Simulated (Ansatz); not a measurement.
NbSiB in space group Cmcm (No. 63; Si on 4c, B on 4c, Nb on 4c) under volume change, plane-wave PAW PBEsol (Ansatz code), shape and atoms relaxed at each volume.

| V (Å³/atom) | E − E(relaxed) (meV/atom) | P (GPa) |
|---|---|---|
| 10.545 | 80.3 | 26.79 |
| 10.893 | 33.7 | 16.41 |
| 11.240 | 8.0 | 7.55 |
| 11.588 | 0.0 | 0.00 |
| 11.936 | 7.2 | -6.44 |
| 12.283 | 27.2 | -11.90 |
| 12.631 | 58.2 | -16.52 |

Question: What does a third-order Birch–Murnaghan fit give for V₀, B₀ and B′?

Answer: V₀ = 11.59 Å³/atom, B₀ = 231 GPa, B′ = 4.3.

The start of the workflow was typed in or built on a structure type; neither database checked (COD, Materials Project) lists it. Whether it is the stable phase at ambient conditions was not checked. The PBEsol relaxation kept the symmetry of its start; its stability against distortions is not shown here. The run is not spin-polarised.

Potentials: the later of the program's two PAW sets.
